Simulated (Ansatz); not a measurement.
YSn$_{3}$: elastic constants from stress and strain

```yaml
crystal:
  lattice:
    - [4.66600, 0.00000, 0.00000]
    - [0.00000, 4.66600, 0.00000]
    - [0.00000, 0.00000, 4.66600]
  atoms:
    - { symbol: Y, position: [0.00000, 0.00000, 0.00000] }
    - { symbol: Sn, position: [0.00000, 0.50000, 0.50000] }
    - { symbol: Sn, position: [0.50000, 0.00000, 0.50000] }
    - { symbol: Sn, position: [0.50000, 0.50000, 0.00000] }
```

Atom numbers follow the list: Y1, Sn2, Sn3, Sn4.

The cell is COD entry 4343790, as deposited and not checked against the literature; nothing was relaxed.

Spin polarisation is left out, and whether a magnetic state lies lower isn't shown here.

Spin–orbit coupling is left out, though it moves levels of the heavy atoms by tenths of an eV or more.

All numbers below come from DFT, PBEsol, all-electron LAPW, scalar-relativistic in Ansatz 0.2.0.

Settings: a Γ-centred 8×8×8 k mesh, Fermi–Dirac smearing of 0.05 eV, basis error target 1 meV/atom, no spin polarisation.

The unstrained cell is at -0.83 GPa. Large strains and very small stresses are left out. Each strain is applied once, with fractional coordinates held (clamped ions), and σ below is the change of stress, positive in tension. One finite strain gives stress–strain coefficients at this pressure with an error of the order of the strain times third-order constants, a few per cent for each per cent of strain. In a metal the k mesh adds noise of tens of per cent to soft shears.

Question: With equal xy, yz and zx engineering shear strains of -1 %, the run gives σxy = -0.28 GPa and γxy = 2εxy = -0.0100. Which stiffness follows?

Answer: C44 (clamped ions) = σxy/γxy = 28 GPa.

Question: With equal xy, yz and zx engineering shear strains of +1 %, the run gives σxy = 0.30 GPa and γxy = 2εxy = 0.0100. Which stiffness follows?

Answer: C44 (clamped ions) = σxy/γxy = 30 GPa.

Question: The two estimates of C44 (clamped ions) differ. Why, and which value is best?

Answer: Finite strains add third-order terms, and in a metal the k mesh adds noise; two strains on one mesh can't tell these apart, so neither value is shown to be the better.
